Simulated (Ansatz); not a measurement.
The start is a generated cell, V built in the AFLOW prototype A_oP8_62_2c (A_c). A full variable-cell relaxation at zero pressure is run with PBEsol (plane waves to 420 eV, PAW, scalar-relativistic; Ansatz, an electronic-structure program). The first steps use a coarse 6×8×8 k-mesh.

Input geometry:
```
V
1.0
    5.96193     0.00000     0.00000
    0.00000     4.22605     0.00000
    0.00000     0.00000     4.37280
V
8
Direct
  0.46400   0.25000   0.29200
  0.96400   0.25000   0.20800
  0.53600   0.75000   0.70800
  0.03600   0.75000   0.79200
  0.18100   0.25000   0.65800
  0.68100   0.25000   0.84200
  0.81900   0.75000   0.34200
  0.31900   0.75000   0.15800
```
Spin-polarised start, with parallel moments on V.

Question: What is the largest force in the starting geometry, and on which atom (counted from 1)?

Answer: 2.29 eV/Å, on V5, V6, V7, V8 (atoms numbered as listed).

Question: How does the volume change?

Answer: -5.9 %, from 13.77 to 12.95 Å³/atom.

Question: How do the shortest distances between atoms change?

Answer: The closest pairs of elements (up to four, under 3.6 Å), start → end: V–V 2.33 → 2.56 Å.

Question: Is the relaxed structure metallic? Give its gap.

Answer: No gap (metallic).

Question: What does it relax into? Give the structure.

Answer: 
```cif
data_V2
_chemical_formula_sum 'V2'
_space_group_name_H-M_alt 'Im-3m'
_space_group_IT_number 229
_space_group_name_Hall '-I 4 2 3'
_cell_length_a 2.95898
_cell_length_b 2.95898
_cell_length_c 2.95898
_cell_angle_alpha 90.000
_cell_angle_beta 90.000
_cell_angle_gamma 90.000
loop_
_atom_site_label
_atom_site_type_symbol
_atom_site_symmetry_multiplicity
_atom_site_Wyckoff_symbol
_atom_site_fract_x
_atom_site_fract_y
_atom_site_fract_z
_atom_site_occupancy
V1 V 2 a 0.00000 0.00000 0.00000 1
```
(The calculation used a cell of 1 atom; values per cell refer to that cell.)

Final values are on a 22×22×22 k-mesh of the relaxed cell. No spin polarisation in the result: the starting moments vanished.

The run could not lose the symmetry of its start.
